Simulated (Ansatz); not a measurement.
Space group R-3m:H (No. 166). a = 3.120 Å, b = 3.120 Å, c = 18.258 Å, α = 90.00°, β = 90.00°, γ = 120.00°
| atom | site | symmetry | x | y | z |
| --- | --- | --- | --- | --- | --- |
| Mo | 3a | -3m | 0.0000 | 0.0000 | 0.0000 |
| S | 6c | 3m | 0.0000 | 0.0000 | 0.7544 |

Equation of state of this MoS$_{2}$ structure (not necessarily the ground state), with shape and atoms relaxed at each volume where symmetry leaves them free. It has no gap at any of these volumes. Method: Ansatz 0.2.0, DFT PBEsol, scalar-relativistic, plane waves, PAW.

Settings: cutoff 420 eV, Γ-centred mesh 18×18×18 on the computed 3-atom cell, Gaussian smearing of 0.10 eV; no spin polarisation.

| V (Å³/atom) | E − E(largest V) (meV/atom) | P (GPa) |
| --- | --- | --- |
| 16.080 | 4.39 | 3.39 |
| 16.593 | -3.09 | 1.35 |
| 17.107 | -5.04 | -0.01 |
| 17.620 | -3.46 | -0.89 |
| 18.133 | 0.00 | -1.27 |

Question: Fit a third-order Birch–Murnaghan equation to E(V).

Answer: V0 = 17.09 Å³/atom, B0 = 37 GPa, B0' = 16.2. B0' is unusual or poorly fixed by this range.

The cell holds layers, and where no dispersion correction was added their binding is poorly described.

This form isn't the usual stable structure of the compound.